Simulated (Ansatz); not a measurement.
B2Ir:
```xyz
3
Lattice="-1.3926 1.3926 3.4093 1.3926 -1.3926 3.4093 1.3926 1.3926 -3.4093" Properties=species:S:1:pos:R:3 pbc="T T T"
Ir     0.0000     0.0000     0.0000
B      0.0000     0.0000     2.1802
B      0.0000     0.0000     4.6384
```

Relaxed with PBEsol. Special points in fractions of this cell's reciprocal vectors: Γ (0.000, 0.000, 0.000); X (0.000, 0.000, 0.500); P (0.250, 0.250, 0.250); N (0.000, 0.500, 0.000); M (0.500, 0.500, -0.500); S (0.292, 0.708, -0.292); S0 (-0.292, 0.292, 0.292); R (-0.083, 0.083, 0.500); G (0.500, 0.500, -0.083).

### Question
List the band energies nearest the Fermi level at these points for plane-wave PAW PBEsol with spin–orbit coupling (Ansatz code).

### Answer
In eV from the Fermi level; about four levels below and three above (degenerate sets whole), none deeper than 8.9 eV; points with the same levels are listed once.

```
k                    below                above
-  -----------------------  -------------------
Γ  -3.39 -3.39 -1.93 -1.93  3.83 3.83 4.28 4.28
X  -0.66 -0.66 -0.09 -0.09  2.02 2.02 2.46 2.46
P  -0.57 -0.57 -0.04 -0.04  3.73 3.73 4.98 4.98
N  -5.14 -5.14 -2.98 -2.98  0.20 0.20 2.86 2.86
M  -1.40 -1.40 -1.12 -1.12  3.53 3.53 7.19 7.19
S  -2.90 -2.90 -0.45 -0.45  3.83 3.83 4.15 4.15
R  -2.16 -2.16 -0.48 -0.48  1.14 1.14 2.31 2.31
```

Space group I4/mmm (MoSi2 or CaC2 type). A made-up cell: these elements were put on the sites of a structure type; neither database checked (COD, Materials Project) lists it. Whether it is the stable phase at ambient conditions was not checked. The PBEsol relaxation kept the symmetry of its start; whether a distortion lowers the energy is not shown. The run is not spin-polarised.

Potentials: the earlier of the program's two PAW sets. The files were generated under PBE; for other functionals the program regenerates the frozen cores, and for LDA and PBEsol the local potential too.
